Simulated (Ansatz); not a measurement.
The elements of this relaxed trial crystal are hidden behind letters.

```
lattice vectors (Å)
   3.2750    1.8908    4.6168
  -3.2750    1.8908    4.6168
   0.0000   -3.7816    4.6168
fractional positions
X 0.4887 0.9559 0.4887
X 0.4887 0.4887 0.9559
X 0.9559 0.4887 0.4887
Z 0.1718 0.1718 0.1718
Q 0.4569 0.4569 0.4569
```

Computed with DFT PBE, scalar-relativistic, plane waves, PAW in Ansatz 0.2.0. Plane waves to 420 eV, a 6×6×6 mesh through Γ for the 5-atom cell and 0.10 eV Gaussian smearing; no spin polarisation.

- Space group: R3m (No. 160)
- Conventional cell: a = 6.550 Å, c = 13.850 Å
- Volume per atom: 34.31 Å³
- Density: 4.92 g/cm³
- Energy over the elements: +0.19 eV/atom
- Gap on the 6×6×6 mesh of the 5-atom cell: 0 eV (the bands meet within 0.015 eV)

Energies are uncorrected and count from the elements' standard states at the same level.

Question: X is a p-block element of period 5, Z is a p-block element of period 4 and Q is a p-block element of period 4. Which elements are they?

Answer: X = Sn, Z = Ge, Q = Se, so the formula is Sn3GeSe. Density times volume gives a mean mass of 4.92 × 34.31/1.6605 = 101.7 u per atom, and this set has 101.5 u. Sn is surrounded by 1 Ge at 2.79 Å, 1 Se at 2.85 Å, 2 Sn at 3.06 Å, 1 Se at 3.14 Å and 2 Sn at 3.49 Å; Ge has 3 Sn at 2.79 Å; Se has 3 Sn at 2.85 Å and 3 Sn at 3.14 Å. Swapping Ge and Se leaves the mass as it is, so only the distances can place them.

The zero gap may come from the functional, which often closes small gaps. A structure relaxed within its symmetry needn't be a true minimum. Another cell of Sn3GeSe relaxed alike, in P4mm, lies 116 meV/atom lower, so this cell isn't the stable form at this level.
